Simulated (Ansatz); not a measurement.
HfO₂:
```yaml
crystal:
  lattice:
    - [3.60432, 0.00000, 0.00000]
    - [0.00000, 3.60432, 0.00000]
    - [0.00000, 0.00000, 5.26455]
  atoms:
    - { symbol: Hf, position: [0.00000, 0.00000, 0.00000] }
    - { symbol: Hf, position: [0.50000, 0.50000, 0.50000] }
    - { symbol: O, position: [0.00000, 0.50000, 0.19327] }
    - { symbol: O, position: [0.00000, 0.50000, 0.69327] }
    - { symbol: O, position: [0.50000, 0.00000, 0.30673] }
    - { symbol: O, position: [0.50000, 0.00000, 0.80673] }
```

Relaxed with PBE.

Question: Map the valence electron density (e/Å³), cut off at 4 on the plane through (0.000, 0.000, 0.000) spanned by u = [1, 0, 0] and v = [0, 0, 1] in lattice vectors, from PBE in the plane-wave PAW code Ansatz.

Answer: x is the fraction of u, y of v (the angle between them is 90°; rows are the nearest grid lines); atoms in the plane: Hf at (0.00, 0.00), O at (0.50, 0.31), O at (0.50, 0.81).
```
|@@@@+.       .+@@@@|
|@@@@+.........+@@@@|
|@@@@-..:===:..-@@@@|
|@@@=:.-+@@@+-.:=@@@|
|..  .:+@@@@@+:.  ..|
|     .=@@@@@=.     |
|     .:+@@@+:.     |
|      .:===:.      |
|       .....       |
|                   |
|                   |
|                   |
|       .....       |
|      .:-=-:.      |
|     .:+@@@+:.     |
|     .-@@@@@-.     |
|     .=@@@@@=.     |
|     .=@@@@@=.     |
|     .:+@@@+:.     |
|..    .:===:.    ..|
|@@@=.         .=@@@|
|@@@@-         -@@@@|
|@@@@+.       .+@@@@|
|@@@@+.       .+@@@@|
```
Scale: ten equal steps from 0.024 (start of ' ') to 4.00 (end of '@'), in the order ' .:-=+*#%@'; x runs from 0.000 to 1.00, y from 0.000 (bottom) to 1.00 (top).

The density is the valence pseudo-density with augmentation charge, so density and ELF within about 1 Å of a nucleus are not all-electron values.

Space group P4_2/nmc. This is a known high-temperature phase of the composition, computed here at zero pressure and temperature. Symmetry was held in the PBE relaxation; phonons on a q-mesh show weakly imaginary modes. The run is not spin-polarised. Scalar-relativistic: spin–orbit coupling is off unless named, which matters more the heavier the elements.

Potentials: the later of the program's two PAW sets.
